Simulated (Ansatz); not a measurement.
Relaxed-ion elastic tensor of ZnAu (CsCl type, Pm-3m) in GPa (Voigt order), plane-wave PAW r²SCAN (Ansatz code); density 13.95 g/cm³, 15.61 Å³ per atom.

```
 143   131   131   0.0   0.0   0.0
 131   143   131   0.0   0.0   0.0
 131   131   143   0.0   0.0   0.0
 0.0   0.0   0.0  52.5   0.0   0.0
 0.0   0.0   0.0   0.0  52.5   0.0
 0.0   0.0   0.0   0.0   0.0  52.5
```

Q: Is the crystal mechanically stable?

A: Yes: the smallest eigenvalue of C is 12.0 GPa.

Q: Work out the Voigt, Reuss and Hill averages.

A: K_V = 135, K_R = 135, K_H = 135; G_V = 33.9, G_R = 12.8, G_H = 23.3 GPa.

Q: Give Young's modulus, Poisson's ratio, Pugh's ratio and the universal anisotropy index.

A: E = 9KG/(3K + G) = 66.2 GPa; ν = 0.42; K/G = 5.79 (ductile by the Pugh limit of 1.75); A_U = 5G_V/G_R + K_V/K_R − 6 = 8.28.

Q: Estimate the sound speeds and the Debye temperature.

A: v_l = √((K + 4G/3)/ρ) = 3450 m/s, v_t = √(G/ρ) = 1290 m/s, mean 1470 m/s; Θ = (h/k)(3n/4πV)^(1/3) v_m = 175 K.

Q: Give the Zener ratio and Young's modulus along [100], [110] and [111].

A: A = 2C44/(C11 − C12) = 8.78; 1/E = S11 − 2(S11 − S12 − S44/2)Γ with Γ = 0, 1/4, 1/3 gives 17.7, 51.2, 139 GPa.

Q: Solve the Christoffel equation for the three sound speeds along [100], [110], [111].

A: Eigenvalues of C_ijkl n_j n_l equal ρv². In km/s, slowest first: [100] 1.94, 1.94, 3.20; [110] 0.65, 1.94, 3.69; [111] 1.24, 1.24, 3.83.

The r²SCAN relaxation kept the symmetry of its start; of distortions, only those at the zone centre were tested. As this level gives no gap, shear constants depend on the k-mesh and smearing (Fermi–Dirac, 0.1 eV here). Spin–orbit coupling is left out wherever it is not named.

Potentials: the later of the program's two PAW sets.
